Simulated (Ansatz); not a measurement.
Put LiZn3F2 in R-3m (No. 166): Li on 3a; Zn on 9e; F on 6c. The cell of LiZn3F2 is invented: ordered mixture on the cation sites of cuprite (occupants of the shared sites, in ratio, Li: 1, Zn: 3).

The calculation used DFT PBE, scalar-relativistic, plane waves, PAW in Ansatz. Cutoff 420 eV, Γ-centred mesh, Gaussian smearing, no spin polarisation.

Formation energies are uncorrected and refer to the elements' standard structures at the same level (F₂ as a molecule).

Question: Predict the relaxed structure.

Answer:

Space group R-3m:H (No. 166). a = 7.729 Å, b = 7.729 Å, c = 6.545 Å, α = 90.00°, β = 90.00°, γ = 120.00°
```json
{"atom": "Li", "site": "3a", "symmetry": "-3m", "x": "0.0000", "y": "0.0000", "z": "0.0000"}
{"atom": "Zn", "site": "9e", "symmetry": ".2/m", "x": "0.1667", "y": "0.3333", "z": "0.3333"}
{"atom": "F", "site": "6c", "symmetry": "3m", "x": "0.0000", "y": "0.0000", "z": "0.7406"}
```

Li has 2 F at 1.70 Å; Zn is surrounded by 2 F at 2.28 Å; F is surrounded by 1 Li at 1.70 Å and 3 Zn at 2.28 Å. Another local minimum with the same sites may exist.

Question: Where does its energy lie, and is it a metal?

Answer: The formation energy is −0.91 eV/atom. The gap on the 12×12×12 mesh of the 6-atom cell is 0 eV (a metal). Whether it is stable depends on the other phases of the system, which aren't compared here.

The last run used Gaussian smearing of 0.10 eV. An odd number of electrons in the primitive cell allows no gap without spin; a larger cell or a magnetic state could open one. A structure relaxed within its symmetry needn't be a true minimum.
